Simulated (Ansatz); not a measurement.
InSb (wurtzite, space group No. 186) at seven volumes, the program Ansatz at the LDA level (PAW), shape and atoms relaxed at each. One row is withheld.

| V (Å³/atom) | P (GPa) |
|---|---|
| 30.500 | 5.46 |
| 31.506 | 3.32 |
| 32.511 | 1.52 |
| 33.517 | 0.00 |
| 34.522 | -1.28 |
| 35.527 | -2.35 |
| 36.533 | ? |

**Question.** Fit the shown pressures and predict the withheld one.

**Answer.** P = (3/2)B₀(x^(7/2) − x^(5/2))[1 + (3/4)(B′ − 4)(x − 1)] with x = (V₀/V)^(2/3). Least squares on the six rows gives V₀ = 33.518 Å³/atom, B₀ = 46.3 GPa, B′ = 4.70. At V = 36.533, x = 0.9442 and P = -3.26 GPa. The run itself gave -3.24 GPa.

Space group P6_3mc (wurtzite). The workflow started from a Materials Project entry (that database holds measured and hypothetical structures alike); the Crystallography Open Database copy checked does not list it. It is not the phase usual at ambient conditions (space group No. 216). Symmetry was held in the LDA relaxation; of distortions, only those at the zone centre were tested. Scalar-relativistic: spin–orbit coupling is off unless named, which matters more the heavier the elements.

Potentials: the later of the program's two PAW sets.
